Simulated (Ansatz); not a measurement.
Method: DFT PBE, scalar-relativistic, plane waves, PAW in Ansatz 0.2.0. All cells share a 420 eV cutoff and Γ-centred k meshes spaced at most about 0.3 Å⁻¹ (about 0.25 or finer for metals, 2π included). No spin polarisation in the final relaxations.

Temperature and zero-point effects are left out. All come from trial cells, and lower structures may exist.

Question: These unrelaxed guesses for Tl2F are each relaxed within their symmetry. Order them by the energy at which they end, lowest first.
1.

```
Tl F
1.0
     4.80436    0.00000    0.00000
     0.00000    4.80436    0.00000
     0.00000    0.00000    3.89806
Tl F
2 1
Direct
  0.50000 0.00000 0.50000
  0.00000 0.50000 0.50000
  0.00000 0.00000 0.00000
```

2.

```
Tl F
1.0
     5.55291    0.00000    0.00000
     0.00000    5.55291    0.00000
     0.00000    0.00000    5.55291
Tl F
4 2
Direct
  0.75000 0.75000 0.75000
  0.25000 0.25000 0.75000
  0.25000 0.75000 0.25000
  0.75000 0.25000 0.25000
  0.00000 0.00000 0.00000
  0.50000 0.50000 0.50000
```

3.

```
Tl F
1.0
     4.91567    0.00000    0.00000
    -2.45783    4.25709    0.00000
     0.00000    0.00000    3.79957
Tl F
2 1
Cartesian
  0.0000 2.8381 1.8998
  2.4578 1.4190 1.8998
  0.0000 0.0000 1.8998
```

4.

```
Tl F
1.0
     3.47751    0.00000    0.00000
    -1.73875    3.01161    0.00000
     0.00000    0.00000    7.19257
Tl F
2 1
Direct
  0.00000 0.00000 0.25541
  0.00000 0.00000 0.74459
  0.00000 0.00000 0.00000
```

Answer: 1 (ends in P4/mmm, 0 meV/atom), 4 (ends in P6/mmm, 52 meV/atom), 2 (ends in Pn-3m, cuprite type, 98 meV/atom), 3 (ends in P6/mmm, 242 meV/atom).

These runs have no spin–orbit coupling, which can matter for Tl. In P4/mmm, P6/mmm at 29.7 Å³/atom, P6/mmm at 27.2 Å³/atom an odd number of electrons in the primitive cell allows no gap without spin; a larger cell or a magnetic state could open one. Cells relaxed within their symmetry can be saddle points. Some types were kept out of the candidates beforehand, so the set may lack a known form.
